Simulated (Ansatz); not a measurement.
Input:

GaSb:
```cif
data_Ga3Sb3
_chemical_formula_sum 'Ga3 Sb3'
_space_group_name_H-M_alt 'P 1'
_space_group_IT_number 1
_cell_length_a 4.34495
_cell_length_b 4.34495
_cell_length_c 9.41259
_cell_angle_alpha 90.000
_cell_angle_beta 90.000
_cell_angle_gamma 120.000
loop_
_space_group_symop_operation_xyz
  'x, y, z'
loop_
_atom_site_label
_atom_site_type_symbol
_atom_site_fract_x
_atom_site_fract_y
_atom_site_fract_z
_atom_site_occupancy
Ga1 Ga 0.50042 0.00000 0.66667 1
Ga2 Ga 0.00000 0.50042 0.33333 1
Ga3 Ga 0.49958 0.49958 0.00000 1
Sb1 Sb 0.50028 0.00000 0.16667 1
Sb2 Sb 0.00000 0.50028 0.83333 1
Sb3 Sb 0.49972 0.49972 0.50000 1
```

This is the PBEsol-relaxed structure.

**Question.** All from PBEsol (plane waves, PAW; program Ansatz), unless another level is named. Give the electronic character.

**Answer.** metallic (no gap).

**Question.** Next, the formation energy from the elements (no fitted shifts)?

**Answer.** -0.009 eV/atom.

**Question.** And the density of states at the Fermi level?

**Answer.** 0.04 states/eV per atom (mean over ±0.08 eV).

Space group P6_222. The start of the workflow was typed in or built on a structure type; neither database checked (COD, Materials Project) lists it. It is not the phase usual at ambient conditions (space group No. 216). The cell was relaxed with PBEsol under the symmetry of its start; its stability against distortions is not shown here. A small band overlap can be real or an error of a semilocal functional. The references are the lowest solids computed at this level, not always the standard phases. Spin–orbit coupling is left out wherever it is not named.

Potentials: the later of the program's two PAW sets.
